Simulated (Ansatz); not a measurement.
Start of a relaxation of Ge5F:

```cif
data_structure
_symmetry_space_group_name_H-M 'P 1'
_symmetry_Int_Tables_number 1
_cell_length_a 4.7458
_cell_length_b 4.7458
_cell_length_c 6.6093
_cell_angle_alpha 90.000
_cell_angle_beta 90.000
_cell_angle_gamma 126.235
_cell_volume 120.07
loop_
_atom_site_label
_atom_site_type_symbol
_atom_site_fract_x
_atom_site_fract_y
_atom_site_fract_z
_atom_site_occupancy
Ge1 Ge 0.38006 0.14686 0.50000 1
Ge2 Ge 0.61994 0.85314 0.50000 1
Ge3 Ge 0.85314 0.61994 0.50000 1
Ge4 Ge 0.14686 0.38006 0.50000 1
Ge5 Ge 0.50000 0.50000 0.00000 1
F1 F 0.50000 0.50000 0.50000 1
```

These are results of DFT PBE, scalar-relativistic, plane waves, PAW in Ansatz, not measurements. Cutoff 420 eV, Gaussian smearing, Γ-centred meshes. Cell and atoms relax first on a coarse mesh and then on a finer one. In between, the cell is made exact in the group found at 0.06 Å. In metals the finer mesh still leaves noise of several meV/atom or more. The steps can't lower the symmetry of their start. No spin polarisation.

A guess keeps its type if space group and coordination stay and the shape of the cell changes little (axis ratios within about 15 %, angles within 6°); the volume may change.

Task: Does it keep its structure type, or change into something else?

Result: It doesn't keep its type. The symmetry goes from Cmmm (No. 65) to P4/mmm (No. 123). The volume per atom grows by 22.1 %, from 20.0 to 24.4 Å³. The shortest distance goes from 1.42 Å (Ge–F) to 2.06 Å (Ge–F). Counting neighbours within 15 % of an atom's shortest distance, the start has F 4, Ge 1/10 and the end F 2, Ge 2/3. In detail, at the end Ge on a site of symmetry m2m has 3 Ge at 2.46–2.49 Å; Ge on a site of symmetry 4/mmm has 2 F at 2.06 Å; F is surrounded by 2 Ge at 2.06 Å.

```cif
data_structure
_symmetry_space_group_name_H-M 'P 1'
_symmetry_Int_Tables_number 1
_cell_length_a 5.9618
_cell_length_b 5.9618
_cell_length_c 4.1235
_cell_angle_alpha 90.000
_cell_angle_beta 90.000
_cell_angle_gamma 90.000
_cell_volume 146.56
loop_
_atom_site_label
_atom_site_type_symbol
_atom_site_fract_x
_atom_site_fract_y
_atom_site_fract_z
_atom_site_occupancy
Ge1 Ge 0.29140 0.00000 0.50000 1
Ge2 Ge 0.70860 0.00000 0.50000 1
Ge3 Ge 0.00000 0.70860 0.50000 1
Ge4 Ge 0.00000 0.29140 0.50000 1
Ge5 Ge 0.50000 0.50000 0.00000 1
F1 F 0.50000 0.50000 0.50000 1
```

Formation energies are uncorrected and refer to the elements' standard structures at the same level (F₂ as a molecule).

Task: At what energy does it end?

Result: +0.14 eV/atom. A positive value: parting into the elements would lower its energy.

The last run used a 6×6×10 mesh (in the run's order of axes) for its 6-atom cell and Gaussian smearing of 0.10 eV. The end has Cmmm (No. 65) at a tolerance of 0.01 Å; the cell shown is made exact in the group found at 0.05 Å. No dispersion correction is applied, so the spacing and binding between layers, chains or molecules are poorly described. Symmetry constrained the relaxation, so the result can be a saddle point. Another cell of Ge5F relaxed alike, in P6/mmm, lies 253 meV/atom lower, so this cell isn't the stable form at this level.

In counts of neighbours, a slash parts the counts of unlike sites.
